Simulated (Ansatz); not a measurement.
AlZnInO4:
Space group R3m, hexagonal axes (No. 160); a = 3.2565 Å, b = 3.2565 Å, c = 25.6151 Å, α = 90.00°, β = 90.00°, γ = 120.00°

| atom | site | symmetry | x | y | z |
|---|---|---|---|---|---|
| In | 3a | 3m | 0.0000 | 0.0000 | 0.0043 |
| Al | 3a | 3m | 0.0000 | 0.0000 | 0.7872 |
| Zn | 3a | 3m | 0.0000 | 0.0000 | 0.2184 |
| O | 3a | 3m | 0.0000 | 0.0000 | 0.8608 |
| O | 3a | 3m | 0.0000 | 0.0000 | 0.1205 |
| O | 3a | 3m | 0.0000 | 0.0000 | 0.7138 |
| O | 3a | 3m | 0.0000 | 0.0000 | 0.2950 |
(The calculation used a cell of 7 atoms; values per cell refer to that cell.)

Relaxed with PBEsol.

Problem. Decompose the optical modes at the zone centre into irreducible representations, and say which are infrared and Raman allowed.

Solution. Point group 3m: Γ_opt = 6A1 + 6E. Infrared: A1, E. Raman: A1, E.

Problem. Assign frequencies (DFPT, DFT-PBEsol in the program Ansatz with PAW potentials; without the LO–TO term).

Solution. E 93, E 186, A1 221, A1 236, E 348, E 388, E 437, A1 470, A1 540, E 562, A1 618, A1 674 cm⁻¹.

A made-up cell: these elements were put on the sites of a structure type; neither database checked (COD, Materials Project) lists it. Its standing as an ambient phase is unchecked. The cell was relaxed with PBEsol under the symmetry of its start; whether a distortion lowers the energy is not shown.

Potentials: the earlier of the program's two PAW sets. The files were generated under PBE; for other functionals the program regenerates the frozen cores, and for LDA and PBEsol the local potential too.
